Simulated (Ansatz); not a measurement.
TiC (rock salt)

```xyz
2
Lattice="0.0000 2.1466 2.1466 2.1466 0.0000 2.1466 2.1466 2.1466 0.0000" Properties=species:S:1:pos:R:3 pbc="T T T"
C      0.0000     0.0000     0.0000
Ti     2.1466     2.1466     2.1466
```

Equation-of-state scan: isotropic scaling of the cell above, V₀ being its volume. Symmetry pins the atoms to their sites.

Computed with PBEsol (plane waves to 420 eV, PAW, scalar-relativistic; Ansatz, a quantum-chemistry and plane-wave program). k mesh 20×20×20 (Γ-centred), Fermi-Dirac smearing 0.05 eV. E stands for the smeared free energy. Compression counts positive. TiC is run without spin polarisation. TiC was relaxed with its symmetry unable to fall. ΔE is measured from the relaxed starting cell.

The scan covers V/V₀ from 0.900 to 1.100 in 13 points.

Task: What is ΔE at V/V₀ = 1.100?

Result: 70 meV/atom.

Task: What is ΔE at V/V₀ = 0.900?

Result: 98 meV/atom.

Task: What pressure does the cell carry at V/V₀ = 0.900?

Result: 34.7 GPa.

(A scan under strain: stresses follow from slopes of the energy per volume, elastic moduli from its curvatures.)
